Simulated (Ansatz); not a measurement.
Ge3P4: start and end of a relaxation

Recipe of this trial structure of Ge3P4: 3-, 4-connected net, the two elements on its two kinds of vertex (Fm-3m, No. 225). Lengths were set from tabulated atomic sizes, so they are only a guess.

start.cif

```cif
data_structure
_symmetry_space_group_name_H-M 'P 1'
_symmetry_Int_Tables_number 1
_cell_length_a 7.6596
_cell_length_b 7.6596
_cell_length_c 7.6596
_cell_angle_alpha 60.000
_cell_angle_beta 60.000
_cell_angle_gamma 60.000
_cell_volume 317.76
loop_
_atom_site_label
_atom_site_type_symbol
_atom_site_fract_x
_atom_site_fract_y
_atom_site_fract_z
_atom_site_occupancy
Ge1 Ge 0.50000 0.00000 0.50000 1
Ge2 Ge 0.50000 0.00000 0.00000 1
Ge3 Ge 0.00000 0.00000 0.50000 1
Ge4 Ge 0.00000 0.50000 0.00000 1
Ge5 Ge 0.00000 0.50000 0.50000 1
Ge6 Ge 0.50000 0.50000 0.00000 1
P1 P 0.85757 0.42729 0.85757 1
P2 P 0.14243 0.14243 0.14243 1
P3 P 0.85757 0.85757 0.85757 1
P4 P 0.57271 0.14243 0.14243 1
P5 P 0.85757 0.85757 0.42729 1
P6 P 0.42729 0.85757 0.85757 1
P7 P 0.14243 0.14243 0.57271 1
P8 P 0.14243 0.57271 0.14243 1
```

Computed with Ansatz 0.2.0, DFT PBE, scalar-relativistic, plane waves, PAW. Cutoff 420 eV, Gaussian smearing, Γ-centred meshes. Cell and atoms relax first on a coarse mesh and then on a finer one. In between, the cell is made exact in the group found at 0.06 Å. In metals the finer mesh still leaves noise of several meV/atom or more. The steps can't lower the symmetry of their start. No spin polarisation.

end.cif

```cif
data_structure
_symmetry_space_group_name_H-M 'P 1'
_symmetry_Int_Tables_number 1
_cell_length_a 7.9940
_cell_length_b 7.9940
_cell_length_c 7.9940
_cell_angle_alpha 60.000
_cell_angle_beta 60.000
_cell_angle_gamma 60.000
_cell_volume 361.22
loop_
_atom_site_label
_atom_site_type_symbol
_atom_site_fract_x
_atom_site_fract_y
_atom_site_fract_z
_atom_site_occupancy
Ge1 Ge 0.50000 0.00000 0.50000 1
Ge2 Ge 0.50000 0.00000 0.00000 1
Ge3 Ge 0.00000 0.00000 0.50000 1
Ge4 Ge 0.00000 0.50000 0.00000 1
Ge5 Ge 0.00000 0.50000 0.50000 1
Ge6 Ge 0.50000 0.50000 0.00000 1
P1 P 0.89418 0.31747 0.89418 1
P2 P 0.10582 0.10582 0.10582 1
P3 P 0.89418 0.89418 0.89418 1
P4 P 0.68253 0.10582 0.10582 1
P5 P 0.89418 0.89418 0.31747 1
P6 P 0.31747 0.89418 0.89418 1
P7 P 0.10582 0.10582 0.68253 1
P8 P 0.10582 0.68253 0.10582 1
```

The symmetry stays Fm-3m (No. 225). The volume per atom grows by 13.7 %, from 22.7 to 25.8 Å³. The shortest distance goes from 2.26 Å (Ge–P) to 2.39 Å (P–P). The energy falls by about 0.37 eV/atom (the start's value is from the coarse mesh).

* Volume per atom: 25.80 Å³
* Density: 3.14 g/cm³
* Formation energy: +0.56 eV/atom
* Gap on the 6×6×6 mesh of the 14-atom cell: 0 eV (a metal)

Energies over the elements count from the elements' standard structures at the same level, with no fitted energy shifts. The references include black phosphorus. The separate elements lie lower, so it is unstable against them.

The last run used Gaussian smearing of 0.10 eV. The reference form of P is held partly by dispersion forces, which this level lacks. A structure relaxed within its symmetry needn't be a true minimum. In all, the 3 runs took 5.1 min on 1 thread of Arm Neoverse V2 (shared host).
